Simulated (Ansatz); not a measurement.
FeI2 (P-3m1); volume scaled by 0.96, start moments a quarter as large.

```
Fe I
1.0
     3.98540    0.00000    0.00000
    -1.99270    3.45146    0.00000
     0.00000    0.00000    6.65877
Fe I
1 2
Cartesian
  0.0000 0.0000 0.0000
  0.0000 2.3010 1.6647
  1.9927 1.1505 4.9941
```

The reference geometry is a structure as deposited in COD (the entry's cell lengths or inner coordinates differ somewhat from later room-temperature determinations); nothing is relaxed.

Functional, mesh and filling: PBEsol, 8×8×5 k mesh, Fermi–Dirac smearing of 0.05 eV. PAW means Ansatz 0.2.0 on its default frozen-core files. Site moments are integrated in spheres about the atoms. Start moments (μB): Fe1 0.75.

Iteration by iteration:

```csv
iteration,Harris–Foulkes energy less the last (meV),density residual (eV),M (μB),∫|m| (μB)
1,-10689.666,1.3e+02,0.0833,0.1171
2,-2974.914,2.2e+01,0.4421,0.4979
3,416.568,3.1e+00,0.1677,0.3330
4,609.919,4.6e+00,0.3200,0.4579
5,1066.475,7.5e-01,0.7519,0.7758
6,917.624,2.9e+00,0.4173,0.6291
7,1142.575,2.4e-01,0.7335,0.8327
8,1133.456,1.6e-01,0.9742,1.0501
9,1123.595,2.7e-02,1.5608,1.5811
10,1098.820,3.7e-02,2.3023,2.3082
11,951.085,8.0e-01,3.6455,3.6463
12,786.804,2.1e+00,4.0000,4.0040
13,330.610,2.7e+00,4.0000,4.0110
14,239.606,6.8e-01,4.0000,4.0092
15,-17.914,4.5e-01,4.0000,4.0178
16,9.147,2.6e-02,4.0000,4.0169
17,4.217,5.4e-03,4.0000,4.0182
18,1.471,2.2e-03,4.0000,4.0190
19,-0.007,4.8e-04,4.0000,4.0182
20,0.013,9.0e-05,3.9999,4.0176
21,-0.002,3.1e-05,3.9999,4.0176
22,0.000,5.1e-07,4.0000,4.0176
23,0.000,6.0e-08,3.9999,4.0176
```

Site moments (μB): Fe1 3.44, I2 0.16, I3 0.16. Cell moment 4.00 μB.

The PAW files were made with PBE; the program remakes their cores once for the run's functional and then keeps them frozen. The Ansatz runs typed with the search for lower states off end where their start leads. Spin–orbit coupling is left out although heavy atoms are present. These are results for the start and cell typed. The real compound can order otherwise, in a larger cell, or not at all, since semilocal functionals without spin fluctuations often overstate magnetism; near a collapse of the moment, mesh and smearing move it by tens of per cent.
